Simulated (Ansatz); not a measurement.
# Phonon dispersion of W

These are results of DFT LDA, scalar-relativistic, plane waves, PAW in Ansatz 0.2.0, not measurements. Plane waves to 420 eV; Γ-centred k mesh 20×20×20; Fermi-Dirac smearing of 0.15 eV. No spin polarisation. Phonons by linear response, acoustic sum rule imposed.

Equilibrium structure at this level:
```
W
1.0
    -1.56766    1.56766    1.56766
     1.56766   -1.56766    1.56766
     1.56766    1.56766   -1.56766
W
1
Direct
  0.00000 0.00000 0.00000
```

In a metal, frequencies and elastic constants depend on the k mesh and the smearing, soft modes and shear constants most. Some empty bands missed the eigensolver's threshold. Spin–orbit coupling is left out, which matters for heavy elements. The q mesh is coarse, so values between its points are rough.

Force constants from linear response on a 2×2×2 q mesh.

**Question.** Is the structure dynamically stable on the q mesh?

**Answer.** Yes, on this mesh: no mode is imaginary.

**Question.** Give the frequencies (cm⁻¹) at the points of high symmetry.

**Answer.**
```json
{"point": "H", "q": "0.500 -0.500 0.500", "frequencies": "178 178 178"}
{"point": "N", "q": "0.000 0.000 0.500", "frequencies": "136 148 225"}
{"point": "P", "q": "0.250 0.250 0.250", "frequencies": "194 194 194"}
```

Cost: 1 run of about 0.66 core-minutes, on Intel Xeon 6975P-C (Granite Rapids) (shared hosts).